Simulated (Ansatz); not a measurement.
Values for one crystal, relaxed and computed with PBEsol (plane waves, PAW; program Ansatz); other levels are named.

| Quantity | Value |
|---|---|
| Volume per atom | 12.44 Å³ |
| Band gap | 3.36 eV (smallest direct gap 3.37 eV) |
| Hill bulk and shear moduli | 111 and 36.3 GPa |
| Debye temperature from the elastic constants | 531 K |
| Highest zone-centre frequency (without LO–TO term) | 602 cm⁻¹ |
| Zone-centre stability | no imaginary mode at Γ |
| Vibrational entropy at 300 K | 15.5 J/(K·mol of atoms) |

Q: Which of these materials gives this?
A. MgO, P4_2/mnm (Mg on 4g, O on 4f)
B. SnO2, P4_2/nmc (Sn on 2a, O on 4d)
C. FeBiO3, Ima2 (Bi on 4b, Fe on 4a, O on 8c, O on 4b)
D. GdScO3, cubic perovskite

A: A, MgO, P4_2/mnm (Mg on 4g, O on 4f)

The start of the workflow was typed in or built on a structure type; neither database checked (COD, Materials Project) lists it. It is not the phase usual at ambient conditions (space group No. 225). The cell was relaxed with PBEsol under the symmetry of its start.

Potentials: the earlier of the program's two PAW sets. The files were generated under PBE; for other functionals the program regenerates the frozen cores, and for LDA and PBEsol the local potential too.
